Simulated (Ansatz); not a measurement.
## How hard is it to compress?

A comparison from first-principles data. Bulk modulus and its pressure derivative give the pressure that a small compression needs; a soft, simple solid makes a sensitive pressure gauge, a stiff one a good anvil or seat.

The reference row is MgO. Hydrostatic compression by 5 % of the volume (V₀/V = 1.0526), no change of phase.

**Data**

Computed with Ansatz, a plane-wave PAW program. B₀, B₀′: r²SCAN, Birch–Murnaghan fit of energy against volume; volume per atom: r²SCAN, relaxed cell.

Definitions used: linear estimate = B₀ × compression; P = (B₀/B₀′)[(V₀/V)^B₀′ − 1]; modulus under load = B₀ + B₀′P; relative pressure = P/P_ref.

| crystal | B₀ (GPa) | B₀′ | V (Å³/atom) | linear estimate (GPa) | Murnaghan pressure (GPa) | modulus there (GPa) | pressure (relative) |
|---|---|---|---|---|---|---|---|
| RuS2 (Pa-3) | 183 | 4.9 | 14.89 | 9.2 | 10.66 | 235 | 1.12 |
| MgO (rock salt), reference | 167 | 4.1 | 9.29 | 8.4 | 9.527 | 206 | 1.00 |
| HgCdSe2 (P-4m2, tP4) | 50.7 | 4.8 | 29.19 | 2.5 | 2.947 | 64.8 | 0.31 |
| RhSe2 (Pa-3, cP12) | 122 | 4.9 | 18.46 | 6.1 | 7.110 | 157 | 0.75 |

Runs started from generated or typed cells of the structure named: MgO. Whether these are the forms stable at ambient conditions was not checked: RhSe2 (Pa-3, cP12). No claim is made that these are known or stable phases: HgCdSe2 (P-4m2, tP4). Spin–orbit coupling is left out unless named.

**Worked example**

Worked for RhSe2 (Pa-3, cP12):

- linear estimate: 122 × 5/100 = 6.1 GPa
- P = (122/4.9) × (1.0526^4.9 − 1) = 7.110 GPa
- modulus there: 122 + 4.9 × 7.110 = 157 GPa
- relative pressure: 7.110/9.527 = 0.75

**Result**

Ranking by relative pressure, highest first: RuS2 (1.12 ± 0.057), MgO (1.00 ± 0.051), RhSe2 (Pa-3, cP12) (0.75 ± 0.038), HgCdSe2 (P-4m2, tP4) (0.31 ± 0.016). The ± follows from allowances picked for this note (B₀ 5 %, B₀′ 0.4), carried to first order and added in quadrature, each row's own inputs moving alone; ≈ joins neighbours closer than their two ± added in quadrature.

**Caveats**

B₀′ is the least certain number of such a fit, often by half a unit. Where several phases of a formula are at hand, those over 0.1 eV/atom above the lowest were not drawn (by r²SCAN where it compared them, else by the largest value; a layered or molecular lowest phase counts only with a dispersion term); other phases could lie lower still. Rows are perfect crystals in the structures named, stable or not; films, defects and interfaces will differ. Rows were sampled with a lean to familiar crystals, related or not, whatever their agreement with measurement; tables with many equal figures were not kept. Limits of the draw: no layered crystals, B₀′ of 2 to 8; no unfamiliar magnets, and cubic perovskites only if shown or known to be stable. As a rule kept out of such tables: 4f compounds, open-shell compounds run without a Hubbard term, cells found unstable in the tests at hand, cells close to a higher symmetry, and runs set to a pressure or over 12 % in volume from the crystal's fullest run.
